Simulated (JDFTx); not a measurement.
TiAl(111) slab cut from bulk TiAl (space group P4/mmm, indices of the conventional cell, lattice of the Materials Project entry mp-1953, not re-optimised): 11 atoms in 11 planes, a 1x1 cell of 17.99 Å² (|a| = 3.975, |b| = 4.943 Å), 8.7 Å between the outermost planes, Ti outermost, slab composition Ti6Al5, cell height 24.9 Å, 6×6×1 k mesh, Fermi smearing 0.01 Ha, no spin polarisation. Whether this polymorph is the ambient one wasn't checked. Neither spin polarisation nor a larger cell was tried.

Method: PBE, GBRV ultrasoft potentials, plane waves to 20/100 Ha, in JDFTx (a modified build). Liquid on both sides: CANDLE, water, 2 M KCl; nuclei fixed. 

Charging data:

```json
[
 {"U − U_pzc (V)": "0.00", "σ (μC/cm²)": "0.00"},
 {"U − U_pzc (V)": "0.71", "σ (μC/cm²)": "16.48"},
 {"U − U_pzc (V)": "0.91", "σ (μC/cm²)": "20.31"}
]
```

A calculation by hand: a check of Lippmann's equation. The grand free energy per area against the neutral slab, Δγ = [F(N) − F(N₀) − μ(N − N₀)]/2A, is taken from the total energies of the same runs.

| U − U_pzc (V) | Δγ (mJ/m²) |
|---|---|
| 0.00 | 0.0 |
| 0.71 | -68.9 |
| 0.91 | -105.7 |

Δγ is largest at zero charge and falls away from it, as dγ/dU = −σ demands. At 0.91 V the computed -105.7 mJ/m² stands beside -92.9 mJ/m² from the constant-capacitance formula.
